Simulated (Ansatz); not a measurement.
Values for one crystal, relaxed and computed with the program Ansatz at the PBE level (PAW); other levels are named.

| Item | Value |
|---|---|
| Volume per atom | 12.99 Å³ |
| Band gap | 1.78 eV (indirect) |
| Valence-band maximum | at R |
| Mechanical stability | stable (all eigenvalues of C positive) |
| Electron effective mass, band 3 of 3 at the edge | 0.42 along [100], 0.42 along [110], 0.56 along [111] (mₑ) |
| Pressure derivative B′ | 4.5 |
| Zone-centre stability | unstable, softest mode 244i cm⁻¹ |

Question: Pick the material that matches.
A. TeO2, fluorite
B. ZrO2, R-3m (Zr on 3a, O on 6c)
C. BaTiO3, cubic perovskite
D. HfO2, fluorite

Answer: C, BaTiO3, cubic perovskite

Space group Pm-3m (cubic perovskite). This is a known high-temperature phase of the composition, computed here at zero pressure and temperature. The cell was relaxed with PBE under the symmetry of its start. No spin polarisation was allowed. Scalar-relativistic: spin–orbit coupling is off unless named, which matters more the heavier the elements.

Potentials: the later of the program's two PAW sets.
